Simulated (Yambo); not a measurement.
# GaN: sweep of GW parameters

G0W0@LDA for GaN (zinc blende, space group F-43m, No. 216) in Yambo. Reference settings: 6×6×6 Γ-centred k mesh, 88 bands and a 14 Ry block in the screening, 88 bands in G with the Bruneval-Gonze terminator, plasmon pole fitted at 27.2 eV. The LDA gap Γ → Γ on this mesh is 2.01 eV; G0W0 gaps are taken between the same points.

```
change from the reference                                G0W0 gap Γ → Γ (eV)  shift of the valence edge (eV)        rough Yambo cost
-------------------------------------------------------  -------------------  ------------------------------  ----------------------
reference settings                                                      2.79                           -0.39                       1
20 bands in W, 20 bands in G                                            2.90                           -0.06               about 1/4
32 bands in W, 32 bands in G                                            2.82                           -0.18               about 1/2
67 bands in W, 67 bands in G                                            2.79                           -0.34  within a factor of two
exchange cut at 10 Ry                                                   2.31                            0.52                       –
20 bands in W, 20 bands in G, 11 Ry block                               2.88                           -0.03               about 1/6
32 bands in W, 32 bands in G, 2 Ry block                                2.31                            0.24               about 1/5
47 bands in W, 47 bands in G, 5 Ry block                                2.60                           -0.05               about 1/4
67 bands in W, 67 bands in G, 5 Ry block                                2.59                           -0.09               about 1/3
47 bands in W, 47 bands in G, 8 Ry block                                2.70                           -0.14               about 1/3
67 bands in W, 67 bands in G, 2 Ry block                                2.24                            0.20               about 1/3
67 bands in W, 67 bands in G, 11 Ry block                               2.77                           -0.29  within a factor of two
8×8×8 mesh                                                              2.79                           -0.41                about 4×
47 bands in W, 47 bands in G, 5 Ry block, no terminator                 2.51                            0.16               about 1/3
67 bands in W, 67 bands in G, no terminator                             2.65                           -0.08  within a factor of two
```

The reference isn't shown to be the converged limit. Costs are rough (shared machines), scaled to the same edge states, and given only for runs that recompute the screening.

Spin-orbit splittings are left out.

The standard potential for Ga keeps a d shell in the valence without the s and p states of that shell. In tests on such compounds this moved G0W0 gaps by up to about 0.9 eV, so absolute quasiparticle energies here are unreliable; differences between settings are what counts.

Geometry relaxed with LDA; primitive cell a = 3.149 Å, b = 3.149 Å, c = 3.149 Å, α = 60.00°, β = 60.00°, γ = 60.00°.

This is not the ordinary phase of the substance; no match was found in the copy of COD used, and its stability was not checked.

A shift is the quasiparticle energy of the state minus its LDA energy.
